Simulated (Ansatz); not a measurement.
Input and command of a calculation in Ansatz (plane waves; scalar-relativistic PAW potentials unless the input names others):

```yaml
crystal:
  lattice:
    - [5.9113457722, 0.0, 0.0]
    - [0.0, 7.4712794453, 0.0]
    - [0.0, 0.0, 4.3760053103]
  atoms:
    - { symbol: In, position: [0.0, 0.0, 0.0] }
    - { symbol: In, position: [0.5, 0.5, 0.5] }
    - { symbol: Sb, position: [0.1824682449, 0.3818645717, 0.0] }
    - { symbol: Sb, position: [0.8175317551, 0.6181354283, 0.0] }
    - { symbol: Sb, position: [0.6824682449, 0.1181354283, 0.5] }
    - { symbol: Sb, position: [0.3175317551, 0.8818645717, 0.5] }
basis:
  ecutwfc: 420
kpoints:
  mp_grid: { grid: [6, 6, 8], kspacing: 0.3 }
hamiltonian:
  xc: pbe
scf:
  occupations: { method: gaussian, width: 0.1 }
  max_iter: 80
output:
  forces: true
  eigenvalues: true
  stress: true
```

```bash
ansatz run input.yaml --threads 1 --pin off --max-ram 2560MiB --backend cpu --events-out ev --progress --plain --runs-dir out
```

**Question.** What will the program do with this input?

**Answer.** The program refuses it, because of a mesh typed together with a spacing (kpoints.mp_grid.kspacing: not typed → 0.3). Without that key it is accepted.

Abridged log:
```
Error: invalid value for `kpoints.mp_grid.kspacing`: mutually exclusive with `grid` — set one or the other
```